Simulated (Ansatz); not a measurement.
Sc: from a first guess to the relaxed hcp type

First guess:

```yaml
crystal:
  lattice:
    - [3.08429, 0.00000, 0.00000]
    - [-1.54215, 2.67108, 0.00000]
    - [0.00000, 0.00000, 4.99655]
  atoms:
    - { symbol: Sc, position: [0.33333, 0.66667, 0.25000] }
    - { symbol: Sc, position: [0.66667, 0.33333, 0.75000] }
```

The calculation used DFT, PBE, PAW with Ansatz's default frozen-core files, scalar-relativistic (Ansatz 0.2.0).

Cell and atoms relax within the symmetry of the start on a 15×15×8 k mesh with 0.05 eV Fermi–Dirac smearing.

The start is built from a prototype, known or not as a phase of this compound; the cutoff is 420 eV.

(1) What is the pressure of the first guess?

(2) What does it relax to?

(3) How much energy does the relaxation release?

Answers

(1) 13.21 GPa.

(2) a = 3.319 Å, b = 3.319 Å, c = 5.168 Å, α = 90.00°, β = 90.00°, γ = 120.00° (conventional cell), 24.66 Å³ per atom:
```
CELL_PARAMETERS angstrom
3.31937 0.00000 0.00000
-1.65969 2.87466 0.00000
0.00000 0.00000 5.16785
ATOMIC_POSITIONS crystal
Sc 0.33333 0.66667 0.25000
Sc 0.66667 0.33333 0.75000
```

(3) 156 meV/atom.
